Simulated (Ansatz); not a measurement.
Here is an unrelaxed guess for NaP2.

```
CELL_PARAMETERS angstrom
2.00925 1.16004 5.72697
-2.00925 1.16004 5.72697
0.00000 -2.32008 5.72697
ATOMIC_POSITIONS crystal
Na 0.00000 0.00000 0.00000
P 0.76301 0.76301 0.76301
P 0.23699 0.23699 0.23699
```

The calculation used Ansatz 0.2.0, DFT PBE+D3(BJ), scalar-relativistic, plane waves, PAW. Cutoff 420 eV; k points 6×6×6 on the computed 3-atom cell (Γ-centred); Gaussian smearing, width 0.10 eV; no spin polarisation.

The zero of energy is the elements' standard structures at the same level; no fitted shifts are applied. The references include black phosphorus.

Q: How far from equilibrium is it?

A: The pressure is -7.5 GPa (the mean over three directions, positive in compression), the largest force is 2.17 eV/Å, and the energy is +1.25 eV/atom against the elements. The shortest distance is 2.85 Å.

Q: Is it a good guess?

A: A poor one: relaxing gains about 1.4 eV/atom (the start's value is from the coarse mesh, so the gain is rough) in 20 ionic steps and ends at −0.13 eV/atom on the finer mesh. The symmetry stays R-3m (No. 166). The volume per atom shrinks by 25.5 %, from 26.7 to 19.9 Å³. The shortest distance goes from 2.85 Å (Na–P) to 2.29 Å (P–P). Conventional cell: a = 3.610 Å, c = 15.858 Å. Na is surrounded by 8 P at 3.01–3.12 Å and 6 Na at 3.61 Å; around P lie 3 P at 2.29 Å and 4 Na at 3.01–3.12 Å.

The last run used an 18×18×18 mesh for its 3-atom cell and Gaussian smearing of 0.10 eV. An odd number of electrons in the primitive cell allows no gap without spin; a larger cell or a magnetic state could open one. The cell is a metal run without spin; a magnetic state may lie lower. The relaxation can't lower the symmetry of the start, and the grade says only how near the guess is to its own end. Symmetry constrained the relaxation, so the result can be a saddle point. Another cell of NaP2 relaxed alike, in P-1, lies 191 meV/atom lower, so this cell isn't the stable form at this level.
